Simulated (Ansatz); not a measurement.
Task: Name crystals whose computed values (PBEsol (plane waves, PAW; program Ansatz)) fall in these windows: highest Γ mode, no LO–TO term (cm⁻¹) 560 to 690; B₀ by P(V) fit (GPa) 190 to 260.

Result: 

```tsv
crystal	highest Γ mode, no LO–TO term (cm⁻¹)	B₀ by P(V) fit (GPa)
MgTi3N3O, P4/mmm (Pearson symbol tP8)	616	237
TaC, zinc blende	631	237
AlMo2C, P6_3/mmc (Al on 2d, Mo on 4f, C on 2a)	671	207
GaNi3C, anti-perovskite	646	222
NaPt3O4, Pm-3n (Na on 2a, Pt on 6c, O on 8e)	653	219
```
Others may fit too.

Built on a structure type that need not be the filed one of that space group: GaNi3C, anti-perovskite. Typed or built starts, not in the databases checked: MgTi3N3O, P4/mmm (Pearson symbol tP8); TaC, zinc blende; AlMo2C, P6_3/mmc (Al on 2d, Mo on 4f, C on 2a). Not the usual ambient phase: TaC, zinc blende. Standing as an ambient phase not checked: GaNi3C, anti-perovskite; NaPt3O4, Pm-3n (Na on 2a, Pt on 6c, O on 8e). Began spin-polarised and lost the moments: MgTi3N3O, P4/mmm (Pearson symbol tP8); GaNi3C, anti-perovskite. All cells were relaxed under the symmetry of their starts (and spin orders); stability against distortions was not tested throughout. Named crystals with no word on spin ran without spin polarisation. Scalar-relativistic: spin–orbit coupling is off unless named, which matters more the heavier the elements.

Potentials: the earlier of the program's two PAW sets. The files were generated under PBE; for other functionals the program regenerates the frozen cores, and for LDA and PBEsol the local potential too.
